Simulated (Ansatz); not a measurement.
MgTe (rock salt, Fm-3m), LDA in the plane-wave PAW code Ansatz. The conduction-band minimum lies at X, with 3 equivalent valleys. Second derivatives d²E/dk² of the lowest band at one valley (eV·Å²), along Cartesian directions:

| direction | d²E/dk² |
|---|---|
| [100] | 16.58 |
| [010] | 46.21 |
| [001] | 46.21 |
| [110] | 31.41 |
| [101] | 31.41 |
| [011] | 46.13 |

Find the principal effective masses, the density-of-states mass and the conductivity mass.

Off-diagonal terms follow from H_xy = H[110] − (H_xx + H_yy)/2, and m*/mₑ = 7.620 eV·Å² over each eigenvalue: 0.16, 0.17, 0.46. One valley's DOS mass (m₁m₂m₃)^(1/3) = 0.23, conductivity mass 3/(Σ 1/mᵢ) = 0.21 mₑ.

What effective density of states Nc follows at 300 K for parabolic valleys?

Nc = 2.509e19 × 3 × (0.23)^(3/2) ≈ 8.3e18 cm⁻³.

A made-up cell: these elements were put on the sites of a structure type; the Crystallography Open Database copy checked does not list it. COD files the formula under space group No. 186, so this cell is another polymorph or a model. Whether it is the stable phase at ambient conditions was not checked. The cell was relaxed with LDA under the symmetry of its start; of distortions, only those at the zone centre were tested. Spin–orbit coupling is left out wherever it is not named.

Potentials: the later of the program's two PAW sets.

Edges and masses are those of Kohn–Sham bands, whose gap is no quasiparticle gap.
